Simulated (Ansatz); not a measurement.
**Levels of theory for Na2IF (ordering on rocksalt)**

All numbers come from Ansatz 0.2.0. These are computed values for a non-magnetic cell that may be hypothetical; none is a measurement.

Structure: Na2IF, ordered on the rocksalt lattice (R-3m) with 4 atoms a cell, at its r2SCAN minimum. The symmetry is R-3m (No. 166, trigonal); conventional cell a = 3.997 Å, c = 19.238 Å, 22.18 Å³ an atom. F is surrounded by 6 Na at 2.58 Å; I is surrounded by 6 Na at 3.08 Å; Na is surrounded by 3 F at 2.58 Å and 3 I at 3.08 Å.

```cif
data_structure
_symmetry_space_group_name_H-M 'R-3m:H'
_symmetry_Int_Tables_number 166
_cell_length_a 3.9970
_cell_length_b 3.9970
_cell_length_c 19.2384
_cell_angle_alpha 90.000
_cell_angle_beta 90.000
_cell_angle_gamma 120.000
_cell_volume 266.17
loop_
_atom_site_label
_atom_site_type_symbol
_atom_site_symmetry_multiplicity
_atom_site_Wyckoff_symbol
_atom_site_fract_x
_atom_site_fract_y
_atom_site_fract_z
_atom_site_occupancy
F1 F 3 a 0.00000 0.00000 0.00000 1
I1 I 3 b 0.66667 0.33333 0.83333 1
Na1 Na 6 c 0.33333 0.66667 0.93947 1
```

Relaxed lattice by functional, symmetry kept:
```
functional  k mesh  a (Å)   c (Å)  volume (Å³/atom)
       PBE   8×8×8  4.028  19.799             23.18
    r2SCAN   6×6×6  3.997  19.238             22.18
```

Gaps on the r2SCAN cell, each the least over its mesh and the special points:

| level | k mesh | gap (eV) | kind | edges | least direct gap (eV) | rough cost |
| --- | --- | --- | --- | --- | --- | --- |
| PBE | 8×8×8 | 1.94 | direct | Γ | 1.94 | 17 core-seconds |
| PBE+SOC | 8×8×8 | 1.57 | direct | Γ | 1.57 | 80 core-seconds |
| r2SCAN | 8×8×8 | 2.51 | direct | Γ | 2.51 | 23 core-seconds |
| G0W0@PBE (264 empty bands, 120 eV, 4×4×4) | 4×4×4 | 4.08 | – | Γ (mesh) | – | 6 core-minutes |

PBE: smearing of 0.02 eV; the others have fixed occupations.
Wave cutoffs: 420 eV, 500 eV (r2SCAN).
The G0W0 gap is PBE's gap over the path plus the quasiparticle shift read on the mesh. The G0W0 figures hold for the stated bands, cutoff and mesh and aren't extrapolated.
Costs come from shared machines and give only the order; PBE's includes the band path.

r2SCAN gives a direct gap of 2.51 eV at Γ. Spin-orbit coupling changes the PBE gap by -0.37 eV, to 1.57 eV.

Spin-orbit coupling moves the least or the direct gap by up to 0.37 eV, so it has to be included where a tenth of an eV counts. All these functionals give a gap of the same kind, direct.

r2SCAN (ground state on 6×6×6): The clamped-ion dielectric constant comes out as 2.88 along x and y, 2.60 along z. Born charges, averaged over directions: F -1.26, I -0.97, Na +1.11 e.

Only the levels marked +SOC include spin-orbit coupling.
